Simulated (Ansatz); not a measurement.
Fe₃Si in space group P4/mmm (No. 123; Fe on 2h, Fe on 1b, Si on 1a) at seven volumes, r²SCAN (plane waves, PAW; program Ansatz), shape and atoms relaxed at each. One row is withheld.

| V (Å³/atom) | P (GPa) |
|---|---|
| 10.436 | ? |
| 10.780 | 11.58 |
| 11.124 | 5.52 |
| 11.468 | 0.00 |
| 11.812 | -4.02 |
| 12.156 | -8.10 |
| 12.500 | -11.69 |

Problem. Fit the shown pressures and predict the withheld one.

Solution. P = (3/2)B₀(x^(7/2) − x^(5/2))[1 + (3/4)(B′ − 4)(x − 1)] with x = (V₀/V)^(2/3). Least squares on the six rows gives V₀ = 11.487 Å³/atom, B₀ = 161 GPa, B′ = 3.79. At V = 10.436, x = 1.0661 and P = 18.53 GPa. The run itself gave 18.54 GPa.

The first step of the workflow began from a Materials Project structure, measured or hypothetical; the Crystallography Open Database copy checked does not list it. COD files the formula under space group No. 225, so this cell is another polymorph or a model. Its standing as an ambient phase is unchecked. The r²SCAN relaxation kept the symmetry of its start; whether a distortion lowers the energy is not shown. The final state is ferromagnetic, chosen from 5 collinear starts compared on coarse meshes (ties went to the first, and starts can fall back to one state), not a proven ground state. Other orbital occupations within this spin state were not tried.

Potentials: the later of the program's two PAW sets.
